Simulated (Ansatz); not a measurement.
Here is the system:

HfW2:
```cif
data_Hf8W16
_chemical_formula_sum 'Hf8 W16'
_space_group_name_H-M_alt 'Fd-3m :1'
_space_group_IT_number 227
_space_group_name_Hall 'F 4d 2 3 -1d'
_cell_length_a 7.48774
_cell_length_b 7.48774
_cell_length_c 7.48774
_cell_angle_alpha 90.000
_cell_angle_beta 90.000
_cell_angle_gamma 90.000
loop_
_atom_site_label
_atom_site_type_symbol
_atom_site_symmetry_multiplicity
_atom_site_Wyckoff_symbol
_atom_site_fract_x
_atom_site_fract_y
_atom_site_fract_z
_atom_site_occupancy
Hf1 Hf 8 b 0.50000 0.50000 0.50000 1
W1 W 16 c 0.12500 0.12500 0.12500 1
```
(The calculation used a cell of 6 atoms; values per cell refer to that cell.)

This is the LDA-relaxed structure.

Question: All from the program Ansatz at the LDA level (PAW), unless another level is named. Estimate the formation energy from the elements (no fitted shifts).

Answer: -0.16 eV/atom.

Question: Predict the density of states at the Fermi level.

Answer: 0.41 states/eV per atom (mean over ±0.08 eV).

The first step of the workflow began from a Materials Project structure, measured or hypothetical; the Crystallography Open Database files this formula in space group No. 227, but the cells were not matched. Its standing as an ambient phase is unchecked. The cell was relaxed with LDA under the symmetry of its start; whether a distortion lowers the energy is not shown. No spin polarisation was allowed. The references are the lowest solids computed at this level, not always the standard phases. Spin–orbit coupling is left out wherever it is not named.

Potentials: the later of the program's two PAW sets.
